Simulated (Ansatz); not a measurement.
input.yaml

```yaml
crystal:
  lattice:
    - [6.3120115522, 0.0, 0.0]
    - [-3.1560057761, 5.4663623532, 0.0]
    - [0.0, 0.0, 5.07970298]
  atoms:
    - { symbol: Sc, position: [0.82880302, 0.17119698, 0.75], spin: 0.41 }
    - { symbol: Sc, position: [0.34239396, 0.17119698, 0.75], spin: 0.41 }
    - { symbol: Sc, position: [0.82880302, 0.65760604, 0.75], spin: 0.41 }
    - { symbol: Sc, position: [0.17119698, 0.82880302, 0.25], spin: 0.41 }
    - { symbol: Sc, position: [0.65760604, 0.82880302, 0.25], spin: 0.41 }
    - { symbol: Sc, position: [0.17119698, 0.34239396, 0.25], spin: 0.41 }
    - { symbol: Al, position: [0.66666667, 0.33333333, 0.25] }
    - { symbol: Al, position: [0.33333333, 0.66666667, 0.75] }
basis:
  ecutwfc: 500
kpoints:
  mp_grid: { grid: [6, 6, 8] }
hamiltonian:
  xc: r2scan
scf:
  occupations: { method: gaussian, width: 0.1 }
output:
  forces: true
  stress: true
  eigenvalues: true
  populations: true
magnetization:
  spin_polarized: true
relax:
  adjacent_minimum: "off"
  f_tol: 0.01
  max_steps: 40
```

Run as
```bash
ansatz run input.yaml --threads 2 --pin off --max-ram 5120MiB --backend cpu --events-out ev --progress --plain --runs-dir out
```

Level of theory: DFT r2SCAN, scalar-relativistic, plane waves, PAW (Ansatz).

Abridged output (iterations and final results):

```
SCF iter   1: F=—  HF=-13926.927951 eV  |F-HF|=—  |Δ(HF+E_count)|=         —  Δρ=2.24e-2 (↑2.24e-2 ↓1.09e-2) dr2=2.48e0  dr2_τ=1.19e-2  dr2_m=9.70e-2  M=1.896 μB ∫|m|=1.918 μB  β_m=1.00  ethr=3.10e-3  ⟨swp⟩=6.8  Hψ=13081  notcnv=0
Mixer restart at iter 1: flushing history
spin=Collinear: Kerker preconditioning applied to the charge; magnetization (m = ρ↑ − ρ↓) channel mixes plain (no charge-response kernel on spin).
SCF iter   2: F=—  HF=-13927.010810 eV  |F-HF|=—  |Δ(HF+E_count)|=   8.29e-2  Δρ=1.18e-2 (↑1.13e-2 ↓1.18e-2) dr2=1.29e0  dr2_τ=1.84e-3  dr2_m=9.22e-3  M=2.238 μB ∫|m|=2.324 μB  β_m=0.30  ethr=3.10e-3  ⟨swp⟩=2.4  Hψ=4941  notcnv=0  defer=153  κ⁻¹=1.0e0(r=1)
SCF iter   3: F=—  HF=-13926.606137 eV  |F-HF|=—  |Δ(HF+E_count)|=   4.05e-1  Δρ=1.03e-2 (↑9.28e-3 ↓1.03e-2) dr2=1.65e-1  dr2_τ=2.25e-3  dr2_m=1.18e-1  M=2.609 μB ∫|m|=2.806 μB  β_m=1.00  ethr=1.79e-3  ⟨swp⟩=3.3  Hψ=5686  notcnv=0  defer=153  κ⁻¹=3.0e-2(r=2)
SCF iter   4: F=—  HF=-13926.812577 eV  |F-HF|=—  |Δ(HF+E_count)|=         —  Δρ=3.23e-3 (↑3.23e-3 ↓3.19e-3) dr2=6.08e-2  dr2_τ=3.13e-4  dr2_m=3.78e-3  M=2.752 μB ∫|m|=2.939 μB  β_m=1.00  ethr=2.29e-4  ⟨swp⟩=2.0  Hψ=4871  notcnv=0  defer=148
Mixer restart at iter 4: flushing history
SCF iter   5: F=—  HF=-13926.834614 eV  |F-HF|=—  |Δ(HF+E_count)|=   2.20e-2  Δρ=2.42e-3 (↑2.42e-3 ↓2.42e-3) dr2=3.83e-2  dr2_τ=2.73e-4  dr2_m=1.29e-3  M=2.919 μB ∫|m|=3.141 μB  β_m=1.00  ethr=8.45e-5  ⟨swp⟩=1.8  Hψ=3888  notcnv=0  defer=148  κ⁻¹=1.0e0(r=1)
SCF iter   6: F=—  HF=-13926.855408 eV  |F-HF|=—  |Δ(HF+E_count)|=   2.08e-2  Δρ=1.00e-3 (↑7.89e-4 ↓1.00e-3) dr2=5.22e-3  dr2_τ=4.41e-5  dr2_m=4.56e-4  M=3.304 μB ∫|m|=3.623 μB  β_m=1.00  ethr=5.32e-5  ⟨swp⟩=2.1  Hψ=5231  notcnv=0  defer=148  κ⁻¹=1.3e-2(r=2)
SCF iter   7: F=—  HF=-13926.858426 eV  |F-HF|=—  |Δ(HF+E_count)|=   3.02e-3  Δρ=3.60e-4 (↑2.88e-4 ↓3.60e-4) dr2=1.11e-3  dr2_τ=5.24e-6  dr2_m=4.49e-5  M=3.332 μB ∫|m|=3.664 μB  β_m=1.00  ethr=7.26e-6  ⟨swp⟩=2.3  Hψ=5625  notcnv=0  defer=148  κ⁻¹=7.5e-3(r=3)
SCF iter   8: F=—  HF=-13926.858598 eV  |F-HF|=—  |Δ(HF+E_count)|=   1.72e-4  Δρ=1.85e-4 (↑1.85e-4 ↓1.80e-4) dr2=2.22e-4  dr2_τ=2.09e-6  dr2_m=2.05e-5  M=3.308 μB ∫|m|=3.636 μB  β_m=1.00  ethr=1.54e-6  ⟨swp⟩=2.1  Hψ=4697  notcnv=0  defer=148  κ⁻¹=3.0e-3(r=4)
SCF iter   9: F=—  HF=-13926.859009 eV  |F-HF|=—  |Δ(HF+E_count)|=   4.11e-4  Δρ=1.29e-4 (↑1.29e-4 ↓8.13e-5) dr2=4.72e-5  dr2_τ=8.94e-7  dr2_m=8.32e-6  M=3.273 μB ∫|m|=3.594 μB  β_m=1.00  ethr=3.08e-7  ⟨swp⟩=2.4  Hψ=5617  notcnv=0  defer=148  κ⁻¹=6.2e-4(r=5)
SCF iter  10: F=—  HF=-13926.859125 eV  |F-HF|=—  |Δ(HF+E_count)|=   1.17e-4  Δρ=6.05e-5 (↑6.05e-5 ↓3.77e-5) dr2=1.19e-5  dr2_τ=1.77e-7  dr2_m=1.16e-6  M=3.254 μB ∫|m|=3.572 μB  β_m=1.00  ethr=6.56e-8  ⟨swp⟩=2.1  Hψ=5383  notcnv=0  defer=148  κ⁻¹=6.4e-5(r=6)
SCF iter  11: F=—  HF=-13926.859125 eV  |F-HF|=—  |Δ(HF+E_count)|=   3.92e-8  Δρ=2.06e-5 (↑2.06e-5 ↓1.64e-5) dr2=2.29e-6  dr2_τ=1.28e-8  dr2_m=9.08e-8  M=3.245 μB ∫|m|=3.560 μB  β_m=1.00  ethr=1.65e-8  ⟨swp⟩=2.1  Hψ=5382  notcnv=0  defer=148  κ⁻¹=1.5e-5(r=7)
SCF iter  12: F=—  HF=-13926.859123 eV  |F-HF|=—  |Δ(HF+E_count)|=   2.60e-6  Δρ=1.32e-5 (↑1.20e-5 ↓1.32e-5) dr2=5.52e-7  dr2_τ=7.52e-9  dr2_m=1.29e-7  M=3.243 μB ∫|m|=3.557 μB  β_m=1.00  ethr=3.18e-9  ⟨swp⟩=9.3  Hψ=13850  notcnv=0  κ⁻¹=4.7e-6(r=8)
SCF iter  13: F=—  HF=-13926.859124 eV  |F-HF|=—  |Δ(HF+E_count)|=   1.06e-6  Δρ=6.86e-6 (↑6.80e-6 ↓6.86e-6) dr2=1.72e-7  dr2_τ=2.10e-9  dr2_m=4.06e-8  M=3.245 μB ∫|m|=3.559 μB  β_m=1.00  ethr=7.67e-10  ⟨swp⟩=4.4  Hψ=10409  notcnv=0  κ⁻¹=1.1e-6(r=8)
SCF iter  14: F=-13926.859125 eV  HF=-13926.859124 eV  |F-HF|=3.93e-7  |Δ(HF+E_count)|=   4.91e-7  Δρ=2.86e-6 (↑2.57e-6 ↓2.86e-6) dr2=1.83e-8  dr2_τ=4.43e-10  dr2_m=5.76e-9  M=3.248 μB ∫|m|=3.562 μB  ethr=2.39e-10  ⟨swp⟩=5.0  Hψ=10476  notcnv=0
SCF 1 converged in 14 iterations: F = -13926.859125 eV  dr2 = 1.83e-8
relax step   1: F+E_penalty+E_count = -13926.85912466 eV  Δ(F+E_penalty+E_count) = +0.000e0 eV  max|allowed force component| = 1.435e-2 eV/Å  Δτ_max = 0.0000 Å  (14 SCF iters, dr2 threshold 2.50e-6 eV, accepted)
Initial density: handed on by an earlier stage of this run
Starting moments: Σ|m| = 2.46 μB on 6 of 8 sites; this step starts from the density that it was given
Initial wavefunctions: those handed on with the density
SCF iter   1: F=—  HF=-13926.857526 eV  |F-HF|=—  |Δ(HF+E_count)|=         —  Δρ=1.67e-4 (↑1.67e-4 ↓1.15e-4) dr2=3.15e-4  dr2_τ=7.07e-4  dr2_m=1.08e-5  M=3.247 μB ∫|m|=3.562 μB  β_m=1.00  ethr=4.41e-7  ⟨swp⟩=1.6  Hψ=8251  notcnv=0  defer=1
spin=Collinear: Kerker preconditioning applied to the charge; magnetization (m = ρ↑ − ρ↓) channel mixes plain (no charge-response kernel on spin).
SCF iter   2: F=—  HF=-13926.859133 eV  |F-HF|=—  |Δ(HF+E_count)|=   1.61e-3  Δρ=8.38e-5 (↑8.38e-5 ↓7.76e-5) dr2=1.72e-4  dr2_τ=2.13e-7  dr2_m=3.67e-7  M=3.246 μB ∫|m|=3.561 μB  β_m=1.00  ethr=4.37e-7  ⟨swp⟩=2.0  Hψ=5735  notcnv=0  defer=1  κ⁻¹=1.0e0(r=1)
SCF iter   3: F=—  HF=-13926.859094 eV  |F-HF|=—  |Δ(HF+E_count)|=   3.84e-5  Δρ=4.04e-5 (↑4.02e-5 ↓4.04e-5) dr2=4.30e-5  dr2_τ=8.21e-8  dr2_m=1.36e-7  M=3.245 μB ∫|m|=3.561 μB  β_m=1.00  ethr=2.38e-7  ⟨swp⟩=1.8  Hψ=3542  notcnv=0  defer=1  κ⁻¹=5.8e-2(r=2)
SCF iter   4: F=—  HF=-13926.859088 eV  |F-HF|=—  |Δ(HF+E_count)|=   6.33e-6  Δρ=1.13e-5 (↑1.07e-5 ↓1.13e-5) dr2=6.23e-7  dr2_τ=3.53e-9  dr2_m=9.84e-8  M=3.245 μB ∫|m|=3.560 μB  β_m=1.00  ethr=5.97e-8  ⟨swp⟩=2.0  Hψ=4074  notcnv=0  defer=1  κ⁻¹=1.0e-3(r=3)
SCF iter   5: F=—  HF=-13926.859089 eV  |F-HF|=—  |Δ(HF+E_count)|=   1.56e-6  Δρ=6.29e-6 (↑6.29e-6 ↓5.66e-6) dr2=2.06e-7  dr2_τ=9.97e-10  dr2_m=1.55e-8  M=3.245 μB ∫|m|=3.560 μB  β_m=1.00  ethr=8.65e-10  ⟨swp⟩=2.5  Hψ=5524  notcnv=0  defer=1  κ⁻¹=7.7e-5(r=4)
SCF iter   6: F=—  HF=-13926.859090 eV  |F-HF|=—  |Δ(HF+E_count)|=   3.98e-7  Δρ=3.18e-6 (↑3.18e-6 ↓2.55e-6) dr2=4.82e-8  dr2_τ=3.27e-10  dr2_m=3.76e-9  M=3.246 μB ∫|m|=3.561 μB  β_m=1.00  ethr=2.87e-10  ⟨swp⟩=2.4  Hψ=5464  notcnv=0  defer=1  κ⁻¹=1.3e-5(r=5)
SCF iter   7: F=-13926.859090 eV  HF=-13926.859090 eV  |F-HF|=9.95e-9  |Δ(HF+E_count)|=   1.77e-8  Δρ=1.47e-6 (↑1.47e-6 ↓1.22e-6) dr2=1.07e-8  dr2_τ=7.95e-11  dr2_m=5.92e-10  M=3.246 μB ∫|m|=3.561 μB  ethr=6.69e-11  ⟨swp⟩=5.9  Hψ=11822  notcnv=0
SCF 2 converged in 7 iterations: F = -13926.859090 eV  dr2 = 1.07e-8
relax step   2: F+E_penalty+E_count = -13926.85908979 eV  Δ(F+E_penalty+E_count) = +3.487e-5 eV  max|allowed force component| = 1.837e-2 eV/Å  Δτ_max = 0.0029 Å  (7 SCF iters, rejected (line search))
SCF iter   1: F=—  HF=-13926.857559 eV  |F-HF|=—  |Δ(HF+E_count)|=         —  Δρ=1.68e-4 (↑1.68e-4 ↓1.15e-4) dr2=3.17e-4  dr2_τ=7.08e-4  dr2_m=1.08e-5  M=3.248 μB ∫|m|=3.562 μB  β_m=1.00  ethr=4.37e-6  ⟨swp⟩=2.0  Hψ=5254  notcnv=0  defer=1
spin=Collinear: Kerker preconditioning applied to the charge; magnetization (m = ρ↑ − ρ↓) channel mixes plain (no charge-response kernel on spin).
SCF iter   2: F=—  HF=-13926.859168 eV  |F-HF|=—  |Δ(HF+E_count)|=   1.61e-3  Δρ=8.40e-5 (↑8.40e-5 ↓7.70e-5) dr2=1.72e-4  dr2_τ=2.18e-7  dr2_m=3.88e-7  M=3.249 μB ∫|m|=3.563 μB  β_m=1.00  ethr=4.40e-7  ⟨swp⟩=2.0  Hψ=6303  notcnv=0  defer=1  κ⁻¹=1.0e0(r=1)
SCF iter   3: F=—  HF=-13926.859129 eV  |F-HF|=—  |Δ(HF+E_count)|=   3.88e-5  Δρ=4.01e-5 (↑4.00e-5 ↓4.01e-5) dr2=4.32e-5  dr2_τ=8.28e-8  dr2_m=1.37e-7  M=3.250 μB ∫|m|=3.564 μB  β_m=1.00  ethr=2.39e-7  ⟨swp⟩=1.8  Hψ=3537  notcnv=0  defer=1  κ⁻¹=5.8e-2(r=2)
SCF iter   4: F=—  HF=-13926.859123 eV  |F-HF|=—  |Δ(HF+E_count)|=   6.80e-6  Δρ=1.13e-5 (↑1.08e-5 ↓1.13e-5) dr2=6.09e-7  dr2_τ=3.59e-9  dr2_m=1.05e-7  M=3.251 μB ∫|m|=3.565 μB  β_m=1.00  ethr=6.00e-8  ⟨swp⟩=2.0  Hψ=4074  notcnv=0  defer=1  κ⁻¹=1.0e-3(r=3)
SCF iter   5: F=—  HF=-13926.859124 eV  |F-HF|=—  |Δ(HF+E_count)|=   1.67e-6  Δρ=6.53e-6 (↑6.53e-6 ↓5.65e-6) dr2=2.06e-7  dr2_τ=1.04e-9  dr2_m=1.85e-8  M=3.250 μB ∫|m|=3.565 μB  β_m=1.00  ethr=8.46e-10  ⟨swp⟩=2.5  Hψ=5482  notcnv=0  defer=1  κ⁻¹=7.8e-5(r=4)
SCF iter   6: F=—  HF=-13926.859125 eV  |F-HF|=—  |Δ(HF+E_count)|=   4.58e-7  Δρ=3.34e-6 (↑3.34e-6 ↓2.56e-6) dr2=5.04e-8  dr2_τ=3.42e-10  dr2_m=4.33e-9  M=3.249 μB ∫|m|=3.564 μB  β_m=1.00  ethr=2.85e-10  ⟨swp⟩=2.5  Hψ=5524  notcnv=0  defer=1  κ⁻¹=1.3e-5(r=5)
SCF iter   7: F=-13926.859125 eV  HF=-13926.859125 eV  |F-HF|=1.29e-8  |Δ(HF+E_count)|=   1.59e-8  Δρ=1.48e-6 (↑1.48e-6 ↓1.21e-6) dr2=1.13e-8  dr2_τ=7.11e-11  dr2_m=5.88e-10  M=3.249 μB ∫|m|=3.564 μB  ethr=7.00e-11  ⟨swp⟩=6.0  Hψ=12119  notcnv=0
SCF 3 converged in 7 iterations: F = -13926.859125 eV  dr2 = 1.13e-8
relax step   3: F+E_penalty+E_count = -13926.85912472 eV  Δ(F+E_penalty+E_count) = -5.815e-8 eV  max|allowed force component| = 1.433e-2 eV/Å  Δτ_max = 0.0000 Å  (7 SCF iters, accepted)
SCF iter   1: F=—  HF=-13926.857527 eV  |F-HF|=—  |Δ(HF+E_count)|=         —  Δρ=1.67e-4 (↑1.67e-4 ↓1.15e-4) dr2=3.18e-4  dr2_τ=7.06e-4  dr2_m=1.08e-5  M=3.248 μB ∫|m|=3.563 μB  β_m=1.00  ethr=4.39e-6  ⟨swp⟩=2.0  Hψ=5254  notcnv=0  defer=1
spin=Collinear: Kerker preconditioning applied to the charge; magnetization (m = ρ↑ − ρ↓) channel mixes plain (no charge-response kernel on spin).
SCF iter   2: F=—  HF=-13926.859134 eV  |F-HF|=—  |Δ(HF+E_count)|=   1.61e-3  Δρ=8.41e-5 (↑8.41e-5 ↓7.69e-5) dr2=1.72e-4  dr2_τ=2.18e-7  dr2_m=3.91e-7  M=3.246 μB ∫|m|=3.562 μB  β_m=1.00  ethr=4.41e-7  ⟨swp⟩=2.0  Hψ=6308  notcnv=0  defer=1  κ⁻¹=1.0e0(r=1)
SCF iter   3: F=—  HF=-13926.859095 eV  |F-HF|=—  |Δ(HF+E_count)|=   3.88e-5  Δρ=4.00e-5 (↑4.00e-5 ↓4.00e-5) dr2=4.30e-5  dr2_τ=8.37e-8  dr2_m=1.38e-7  M=3.245 μB ∫|m|=3.561 μB  β_m=1.00  ethr=2.39e-7  ⟨swp⟩=1.8  Hψ=3543  notcnv=0  defer=1  κ⁻¹=5.8e-2(r=2)
SCF iter   4: F=—  HF=-13926.859088 eV  |F-HF|=—  |Δ(HF+E_count)|=   6.79e-6  Δρ=1.12e-5 (↑1.08e-5 ↓1.12e-5) dr2=6.10e-7  dr2_τ=3.66e-9  dr2_m=1.04e-7  M=3.245 μB ∫|m|=3.560 μB  β_m=1.00  ethr=5.97e-8  ⟨swp⟩=2.0  Hψ=4075  notcnv=0  defer=1  κ⁻¹=1.1e-3(r=3)
SCF iter   5: F=—  HF=-13926.859090 eV  |F-HF|=—  |Δ(HF+E_count)|=   1.61e-6  Δρ=6.47e-6 (↑6.47e-6 ↓5.56e-6) dr2=1.99e-7  dr2_τ=1.03e-9  dr2_m=1.81e-8  M=3.245 μB ∫|m|=3.560 μB  β_m=1.00  ethr=8.47e-10  ⟨swp⟩=2.4  Hψ=5456  notcnv=0  defer=1  κ⁻¹=7.8e-5(r=4)
SCF iter   6: F=—  HF=-13926.859090 eV  |F-HF|=—  |Δ(HF+E_count)|=   4.42e-7  Δρ=3.29e-6 (↑3.29e-6 ↓2.54e-6) dr2=4.89e-8  dr2_τ=3.34e-10  dr2_m=4.24e-9  M=3.246 μB ∫|m|=3.561 μB  β_m=1.00  ethr=2.76e-10  ⟨swp⟩=2.5  Hψ=5549  notcnv=0  defer=1  κ⁻¹=1.2e-5(r=5)
SCF iter   7: F=-13926.859090 eV  HF=-13926.859090 eV  |F-HF|=1.27e-8  |Δ(HF+E_count)|=   1.58e-8  Δρ=1.47e-6 (↑1.47e-6 ↓1.21e-6) dr2=1.12e-8  dr2_τ=7.09e-11  dr2_m=5.67e-10  M=3.246 μB ∫|m|=3.561 μB  ethr=6.80e-11  ⟨swp⟩=6.0  Hψ=12191  notcnv=0
SCF 4 converged in 7 iterations: F = -13926.859090 eV  dr2 = 1.12e-8
relax step   4: F+E_penalty+E_count = -13926.85909020 eV  Δ(F+E_penalty+E_count) = +3.452e-5 eV  max|allowed force component| = 1.833e-2 eV/Å  Δτ_max = 0.0029 Å  (7 SCF iters, rejected (line search))
SCF iter   1: F=—  HF=-13926.858766 eV  |F-HF|=—  |Δ(HF+E_count)|=         —  Δρ=9.39e-5 (↑9.39e-5 ↓6.44e-5) dr2=9.96e-5  dr2_τ=2.22e-4  dr2_m=3.39e-6  M=3.247 μB ∫|m|=3.562 μB  β_m=1.00  ethr=1.39e-6  ⟨swp⟩=2.0  Hψ=5243  notcnv=0  defer=1
spin=Collinear: Kerker preconditioning applied to the charge; magnetization (m = ρ↑ − ρ↓) channel mixes plain (no charge-response kernel on spin).
SCF iter   2: F=—  HF=-13926.859193 eV  |F-HF|=—  |Δ(HF+E_count)|=   4.27e-4  Δρ=4.71e-5 (↑4.71e-5 ↓4.32e-5) dr2=5.42e-5  dr2_τ=6.87e-8  dr2_m=1.23e-7  M=3.248 μB ∫|m|=3.562 μB  β_m=1.00  ethr=1.38e-7  ⟨swp⟩=2.0  Hψ=6303  notcnv=0  defer=1  κ⁻¹=1.0e0(r=1)
SCF iter   3: F=—  HF=-13926.859181 eV  |F-HF|=—  |Δ(HF+E_count)|=   1.22e-5  Δρ=2.25e-5 (↑2.24e-5 ↓2.25e-5) dr2=1.36e-5  dr2_τ=2.60e-8  dr2_m=4.33e-8  M=3.248 μB ∫|m|=3.563 μB  β_m=1.00  ethr=7.52e-8  ⟨swp⟩=1.8  Hψ=3543  notcnv=0  defer=1  κ⁻¹=5.8e-2(r=2)
SCF iter   4: F=—  HF=-13926.859179 eV  |F-HF|=—  |Δ(HF+E_count)|=   2.14e-6  Δρ=6.27e-6 (↑6.06e-6 ↓6.27e-6) dr2=1.89e-7  dr2_τ=1.13e-9  dr2_m=3.28e-8  M=3.249 μB ∫|m|=3.564 μB  β_m=1.00  ethr=1.88e-8  ⟨swp⟩=2.0  Hψ=4076  notcnv=0  defer=1  κ⁻¹=1.0e-3(r=3)
SCF iter   5: F=—  HF=-13926.859179 eV  |F-HF|=—  |Δ(HF+E_count)|=   5.15e-7  Δρ=3.66e-6 (↑3.66e-6 ↓3.13e-6) dr2=6.33e-8  dr2_τ=3.28e-10  dr2_m=5.89e-9  M=3.248 μB ∫|m|=3.564 μB  β_m=1.00  ethr=2.63e-10  ⟨swp⟩=2.4  Hψ=5459  notcnv=0  defer=1  κ⁻¹=7.8e-5(r=4)
SCF iter   6: F=-13926.859179 eV  HF=-13926.859179 eV  |F-HF|=5.28e-9  |Δ(HF+E_count)|=   1.39e-7  Δρ=1.78e-6 (↑1.78e-6 ↓1.40e-6) dr2=1.69e-8  dr2_τ=8.33e-11  dr2_m=8.98e-10  M=3.248 μB ∫|m|=3.563 μB  ethr=8.79e-11  ⟨swp⟩=5.5  Hψ=12730  notcnv=0
SCF 5 converged in 6 iterations: F = -13926.859179 eV  dr2 = 1.69e-8
relax step   5: F+E_penalty+E_count = -13926.85917931 eV  Δ(F+E_penalty+E_count) = -5.460e-5 eV  max|allowed force component| = 5.550e-5 eV/Å  Δτ_max = 0.0013 Å  (6 SCF iters, accepted)
SCF iter   1: F=—  HF=-13926.859179 eV  |F-HF|=—  |Δ(HF+E_count)|=         —  Δρ=1.83e-6 (↑1.83e-6 ↓1.51e-6) dr2=1.31e-8  dr2_τ=1.29e-10  dr2_m=1.59e-9  M=3.248 μB ∫|m|=3.563 μB  β_m=1.00  ethr=2.13e-11  ⟨swp⟩=2.0  Hψ=10875  notcnv=0
spin=Collinear: Kerker preconditioning applied to the charge; magnetization (m = ρ↑ − ρ↓) channel mixes plain (no charge-response kernel on spin).
SCF iter   2: F=—  HF=-13926.859179 eV  |F-HF|=—  |Δ(HF+E_count)|=   5.83e-9  Δρ=1.37e-6 (↑1.37e-6 ↓9.95e-7) dr2=9.65e-9  dr2_τ=5.10e-11  dr2_m=4.99e-10  M=3.248 μB ∫|m|=3.563 μB  β_m=1.00  ethr=1.83e-11  ⟨swp⟩=2.0  Hψ=4101  notcnv=0  κ⁻¹=1.0e0(r=1)
SCF iter   3: F=-13926.859179 eV  HF=-13926.859179 eV  |F-HF|=1.56e-9  |Δ(HF+E_count)|=  3.77e-10  Δρ=6.36e-7 (↑6.36e-7 ↓5.84e-7) dr2=3.08e-9  dr2_τ=1.90e-11  dr2_m=1.36e-11  M=3.248 μB ∫|m|=3.563 μB  ethr=1.34e-11  ⟨swp⟩=1.0  Hψ=7611  notcnv=0
SCF 6 converged in 3 iterations: F = -13926.859179 eV  dr2 = 3.08e-9
SCF converged after 3 iterations
Stability not checked: this state was not tested for a lower state beside it, because the mixer in use, unlike msr1, does not test its closes by its own steps (another_mixer; see scf.mixing.algorithm and scf.lower_state_search)
Magnetization: 3.2478 μB (37.6239 up, 34.3761 down)
Absolute magnetization: 3.5632 μB (∫|ρ↑−ρ↓|, with the PAW one-centre terms)
Spin contamination: 0.0884 ħ² per cell (⟨S²⟩ above its minimum at these occupations)
Per-site moments (μB) at R_I (Å): [(0.37328732, 1.26555999), (0.37328732, 1.26555999), (0.37328732, 1.26555999), (0.37328732, 1.26555999), (0.37328732, 1.26555999), (0.37328732, 1.26555999), (-0.06416467, 1.27731452), (-0.06416467, 1.27731452)]
Free energy (F): -13926.859179 eV
Harris-Foulkes:  -13926.859179 eV  (|F-HF|=1.56e-9)
Internal energy: -13926.821362 eV  (E = F + TS)
E sigma→0 (E₀):  -13926.840271 eV
Entropy (-TS):   -0.037817 eV (-4.727 meV/atom)
Fermi energy:    9.332776 eV
--- Per-component energies (eV) ---
  E_band       = -1049.615857
  E_kinetic    = 1610.861050
  E_local      = -5344.508229  (includes V_loc(G=0)·N_el)
  E_nonlocal   = 511.630803
  E_hartree    = 1881.666577
  E_xc         = -675.113548
  E_vxc        = -912.009133  (∫ρ·V_xc dr)
  E_paw        = -6731.201241  (= ΣΔE_a)
  E_vpaw       = -736.948899  (= ΣTr[D̂ρ^β])
  E_aug_tail   = 0.000028  (compensation charges beyond the density's cutoff)
  E_vtau       = 58.023911  (kinetic-family band-sum trace: ∫τ·v_τ [+ j·A + Jᵃ·Aᵃ] dr)
  E_ewald      = -5178.605635
  E_core_change = -1.551167  (= ΣΔE_core)
  E_smearing   = -0.037817  (= −TS)
--- Forces (eV/Å), atoms counted from 1 ---
  atom   1  Sc     0.00002752    -0.00001589     0.00000000
  atom   2  Sc    -0.00002752    -0.00001589     0.00000000
  atom   3  Sc     0.00000000     0.00003178     0.00000000
  atom   4  Sc    -0.00002752     0.00001589     0.00000000
  atom   5  Sc     0.00002752     0.00001589     0.00000000
  atom   6  Sc     0.00000000    -0.00003178     0.00000000
  atom   7  Al     0.00000000     0.00000000     0.00000000
  atom   8  Al     0.00000000     0.00000000     0.00000000
--- Stress (GPa, compression-positive) ---
       -0.325407       0.000000       0.000000
        0.000000      -0.325407       0.000000
        0.000000       0.000000      -0.253689
  P = ⅓ Tr σ = -0.3015 GPa (-3.015 kbar)
--- Band table (eV; the first three rows and the last of 70) ---
  k-point 0 ↑: bands = ["-42.4244", "-42.3611", "-42.3573", "-42.3573", "-42.3268", "-42.3268", "-20.3425", "-20.2460", "-20.2424", "-20.1361", "-20.1361", "-20.1125", "-20.1125", "-20.0912", "-20.0912", "-19.9747", "-19.9163", "-19.9163", "-19.8712", "-19.8677", "-19.8677", "-19.8518", "-19.8518", "-19.8420", "2.0055", "4.6015", "7.2100", "7.2100", "7.2759", "7.2759", "7.4146", "7.4169", "7.4211", "8.6286", "8.6286", "8.8115", "8.9172", "8.9291", "8.9291", "9.0773", "10.4951", "10.4951", "10.6866", "10.6866", "10.7349", "11.8597"]
  k-point 1 ↑: bands = ["-42.4220", "-42.3635", "-42.3561", "-42.3561", "-42.3280", "-42.3280", "-20.3408", "-20.2711", "-20.2073", "-20.1638", "-20.1638", "-20.1236", "-20.1236", "-20.0552", "-20.0552", "-19.9697", "-19.9148", "-19.9148", "-19.8839", "-19.8678", "-19.8678", "-19.8502", "-19.8502", "-19.8471", "2.1079", "4.5622", "6.9461", "7.2380", "7.3039", "7.3039", "7.3127", "7.3127", "7.7376", "8.6705", "8.6705", "8.8322", "8.8322", "8.9198", "8.9464", "9.2323", "10.4873", "10.4873", "10.6259", "10.6259", "10.8101", "11.8115"]
  k-point 2 ↑: bands = ["-42.4152", "-42.3704", "-42.3528", "-42.3528", "-42.3313", "-42.3313", "-20.3358", "-20.2907", "-20.1926", "-20.1926", "-20.1590", "-20.1501", "-20.1501", "-20.0032", "-20.0032", "-19.9555", "-19.9198", "-19.9130", "-19.9130", "-19.8676", "-19.8676", "-19.8616", "-19.8486", "-19.8486", "2.4064", "4.3965", "6.4448", "6.8681", "7.4225", "7.4225", "7.5673", "7.5673", "8.0322", "8.5942", "8.5942", "8.7682", "8.7682", "8.9145", "9.1974", "9.5114", "10.3956", "10.3956", "10.4750", "10.4750", "11.0320", "11.6022"]
  k-point 34 ↓: bands = ["-42.0294", "-42.0294", "-42.0163", "-42.0163", "-42.0000", "-42.0000", "-19.8427", "-19.8427", "-19.8013", "-19.8013", "-19.7667", "-19.7667", "-19.6923", "-19.6923", "-19.6907", "-19.6907", "-19.6178", "-19.6178", "-19.5675", "-19.5675", "-19.5482", "-19.5482", "-19.5034", "-19.5034", "4.1356", "4.1356", "6.1649", "6.1649", "6.7944", "6.7944", "8.4085", "8.4085", "8.7456", "8.7456", "9.8972", "9.8972", "10.3147", "10.3147", "10.3298", "10.3298", "10.8206", "10.8206", "11.0711", "11.0711", "11.1541", "11.1541"]
--- Relaxed structure (5 steps of the walk, 3 accepted, 0 SCFs on fresh bases) ---
  F+E_penalty+E_count = -13926.85917931 eV   max|allowed force component| = 5.550e-5 eV/Å
  atoms:
    - { symbol: Sc, position: [0.82868708, 0.17131291, 0.75] }
    - { symbol: Sc, position: [0.34262583, 0.17131291, 0.75] }
    - { symbol: Sc, position: [0.82868708, 0.65737416, 0.75] }
    - { symbol: Sc, position: [0.17131291, 0.82868708, 0.25] }
    - { symbol: Sc, position: [0.65737416, 0.82868708, 0.25] }
    - { symbol: Sc, position: [0.17131291, 0.34262583, 0.25] }
    - { symbol: Al, position: [0.66666666, 0.33333333, 0.25] }
    - { symbol: Al, position: [0.33333333, 0.66666666, 0.75] }
--- Löwdin populations: 8 sites ---
  site symbol q [e]    m [muB]
     0     Sc     10.5406     0.5333
     1     Sc     10.5406     0.5333
     2     Sc     10.5406     0.5333
     3     Sc     10.5406     0.5333
     4     Sc     10.5406     0.5333
     5     Sc     10.5406     0.5333
     6     Al      4.0573    -0.1044
     7     Al      4.0573    -0.1044
  spilling = 0.008913 (of n_electrons = 72.000000)
```

The relaxation met its thresholds.

It took 3.7 min on 2 threads of Intel(R) Xeon(R) Platinum 8259CL CPU @ 2.50GHz (Skylake/Cascade Lake), on a shared host, peak memory 1.5 GiB.

The state reached may not be the lowest one.